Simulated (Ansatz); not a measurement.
TiTc (CsCl type, space group No. 221) under volume change, the program Ansatz at the PBEsol level (PAW), scaled uniformly.

```csv
V (Å³/atom),E − E(relaxed) (meV/atom),P (GPa)
13.141,94.5,25.22
13.574,39.7,15.50
14.008,9.4,7.15
14.441,0.0,-0.01
14.874,8.5,-6.14
15.307,32.4,-11.40
15.740,69.5,-15.90
```

Question: What does a third-order Birch–Murnaghan fit give for V₀, B₀ and B′?

Answer: V₀ = 14.44 Å³/atom, B₀ = 220 GPa, B′ = 4.1.

Space group Pm-3m (CsCl type). The workflow started from an entry of the Crystallography Open Database (COD). Its standing as an ambient phase is unchecked. Symmetry was held in the PBEsol relaxation; of distortions, only those at the zone centre were tested. No spin polarisation was allowed.

Potentials: the later of the program's two PAW sets.
